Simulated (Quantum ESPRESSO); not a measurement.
**Kohn-Sham bands of Ba(MgP)₂ (P-3m1)**

```
CELL_PARAMETERS angstrom
      4.37428     0.00000     0.00000
     -2.18714     3.78824     0.00000
      0.00000     0.00000     7.62669
ATOMIC_POSITIONS crystal
  Ba 0.00000 0.00000 0.00000
  Mg 0.66667 0.33333 0.37814
  Mg 0.33333 0.66667 0.62186
  P  0.66667 0.33333 0.72125
  P  0.33333 0.66667 0.27875
```

Materials Project entry mp-8278; symmetrised, unrelaxed at this level. Not found in the COD (Crystallography Open Database) copy used; not checked further. Computed values, not measurements, from PBEsol: Quantum ESPRESSO (norm-conserving PseudoDojo potentials, cutoff 68 Ry, spinors with spin-orbit coupling) on a Γ-centred 4×4×4 mesh, then Wannier90. Density: 12×12×4 mesh, Gaussian smearing 0.01 Ry.

Question: List the Kohn-Sham levels between −8 and 4.0 eV relative to the valence-band maximum at the high-symmetry points, as a band run of pw.x on that density gives them (levels within 2 meV counted together).

Answer: 
| point | k (reciprocal lattice) | levels (eV) |
|---|---|---|
| Γ | 0.000 0.000 0.000 | -3.28 (×2), -0.83 (×2), -0.80 (×2), -0.11 (×2), -0.02 (×2), 0.00 (×2), 1.76 (×2), 2.55 (×2), 2.61 (×2), 3.41 (×2), 3.45 (×2), 3.77 (×2), 3.77 (×2) |
| M | 0.500 0.000 0.000 | -3.54 (×2), -2.67 (×2), -1.40 (×2), -1.20 (×2), -1.14 (×2), -0.88 (×2), 1.05 (×2), 3.54 (×2), 3.73 (×2) |
| K | 0.333 0.333 0.000 | -3.04 (×2), -3.04 (×2), -2.68 (×2), -1.10 (×2), -0.98 (×2), -0.95 (×2), 3.33 (×2), 3.34 (×2), 3.41 (×2), 4.01 (×2), 4.02 (×2) |
| A | 0.000 0.000 0.500 | -2.44 (×2), -1.61 (×2), -0.51 (×2), -0.49 (×2), -0.48 (×2), -0.45 (×2), 2.14 (×2), 3.02 (×2), 3.17 (×2), 3.19 (×2), 3.72 (×2) |
| L | 0.500 0.000 0.500 | -3.29 (×2), -3.09 (×2), -1.74 (×2), -1.49 (×2), -0.46 (×2), -0.36 (×2), 1.30 (×2), 2.28 (×2), 3.46 (×2) |
| H | 0.333 0.333 0.500 | -2.87 (×2), -2.81 (×2), -2.21 (×2), -1.76 (×2), -1.23 (×2), -1.22 (×2), 2.64 (×2), 2.68 (×2) |
